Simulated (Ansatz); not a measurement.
PtSe$_{2}$ (rutile, P4_2/mnm) at seven volumes, plane-wave PAW PBE (Ansatz code), shape and atoms relaxed at each. One row is withheld.

```json
[
 {"V (Å³/atom)": "20.391", "P (GPa)": "10.78"},
 {"V (Å³/atom)": "21.063", "P (GPa)": "6.50"},
 {"V (Å³/atom)": "21.735", "P (GPa)": "2.93"},
 {"V (Å³/atom)": "22.407", "P (GPa)": "0.00"},
 {"V (Å³/atom)": "23.080", "P (GPa)": "-2.36"},
 {"V (Å³/atom)": "23.752", "P (GPa)": "?"},
 {"V (Å³/atom)": "24.424", "P (GPa)": "-5.52"}
]
```

**Question.** Fit the shown pressures and predict the withheld one.

**Answer.** P = (3/2)B₀(x^(7/2) − x^(5/2))[1 + (3/4)(B′ − 4)(x − 1)] with x = (V₀/V)^(2/3). Least squares on the six rows gives V₀ = 22.413 Å³/atom, B₀ = 85.1 GPa, B′ = 6.32. At V = 23.752, x = 0.9621 and P = -4.11 GPa. The run itself gave -4.19 GPa.

The cell is a constructed one: a structure type filled with these elements; neither database checked (COD, Materials Project) lists it. COD files the formula under space group No. 164, so this cell is another polymorph or a model. Its standing as an ambient phase is unchecked. Symmetry was held in the PBE relaxation; whether a distortion lowers the energy is not shown. No spin polarisation was allowed. Spin–orbit coupling is left out wherever it is not named.

Potentials: the later of the program's two PAW sets.
